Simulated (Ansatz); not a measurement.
**Question.** Top zone-centre frequency (without the LO–TO term) from LDA minus that from PBE (% of the latter), each on its own relaxed cell (Ansatz, a first-principles code, plane waves, PAW; no spin–orbit coupling, no Hubbard U), over 22 phases of the class «sulfides, selenides and tellurides»: what sign and size do you expect?

**Answer.** Mean 10 %, median 10 %, mean absolute 10 %; eight in ten lie between 6 and 15 %, and 100 % are above zero.

Some cases that may be named, with their rank among the 22 from the lowest: MgTe, zinc blende 7 % (rank 5); FeS2, Pnnm (Fe on 2a, S on 4g) 9 % (rank 10); BaS, rock salt 12 % (rank 15); CaSe, rock salt 13 % (rank 18); K2S, anti-fluorite 17 % (rank 22).

The phases are those computed here (of each formula those with measured values and the lowest at some level), not a balanced benchmark, and neither functional is the truth. Pairs that end in unlike spin orders or unlike minima (c/a over 6 % apart, 30 % for weakly bound crystals), magnets with 4f shells, solids of gases and phases set aside for tests are left out, and so are metals.

Began spin-polarised and lost the moments: FeS2, Pnnm (Fe on 2a, S on 4g) with PBE. All cells were relaxed under the symmetry of their starts (and spin orders); stability against distortions was not tested throughout. Named crystals with no word on spin ran without spin polarisation. Spin–orbit coupling is left out wherever it is not named.

Potentials: the later of the program's two PAW sets.

Ansatz is a plane-wave DFT program.
